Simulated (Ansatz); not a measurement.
TaGe2:
```xyz
3
Lattice="4.6087 0.0000 0.0000 -2.3043 3.9912 0.0000 0.0000 0.0000 2.6917" Properties=species:S:1:pos:R:3 pbc="T T T"
Ta     0.0000     0.0000     0.0000
Ge     0.0000     2.6608     1.3458
Ge     2.3043     1.3304     1.3458
```

Relaxed with PBEsol. Special points in fractions of this cell's reciprocal vectors: Γ (0.000, 0.000, 0.000); M (0.500, 0.000, 0.000); K (0.333, 0.333, 0.000); A (0.000, 0.000, 0.500); L (0.500, 0.000, 0.500); H (0.333, 0.333, 0.500).

List the band energies nearest the Fermi level at these points for PBEsol with spin–orbit coupling (plane waves, PAW; program Ansatz).

In eV from the Fermi level; about four levels below and three above (degenerate sets whole), none deeper than 8.9 eV; points with the same levels are listed once.

```json
[
 {"k": "Γ", "below": "-1.16 -1.16 -0.50 -0.50", "above": "3.23 3.23 3.46 3.46"},
 {"k": "M", "below": "-2.24 -2.24 -1.48 -1.48", "above": "2.11 2.11 2.74 2.74"},
 {"k": "K", "below": "-1.97 -1.97 -1.85 -1.85", "above": "2.81 2.81 2.98 2.98"},
 {"k": "A", "below": "-0.64 -0.64 -0.32 -0.32", "above": "5.55 5.55 5.83 5.83"},
 {"k": "L", "below": "-4.82 -4.82 -4.74 -4.74", "above": "0.05 0.05 0.19 0.19"},
 {"k": "H", "below": "-0.62 -0.62 -0.54 -0.54", "above": "1.42 1.42 1.80 1.80"}
]
```

Space group P6/mmm. The cell is a constructed one: a structure type filled with these elements; neither database checked (COD, Materials Project) lists it. COD files the formula under space group No. 180. Whether it is the stable phase at ambient conditions was not checked. The PBEsol relaxation kept the symmetry of its start. At this level the phase is dynamically unstable (imaginary phonons). No spin polarisation was allowed.

Potentials: the earlier of the program's two PAW sets. The files were generated under PBE; for other functionals the program regenerates the frozen cores, and for LDA and PBEsol the local potential too.
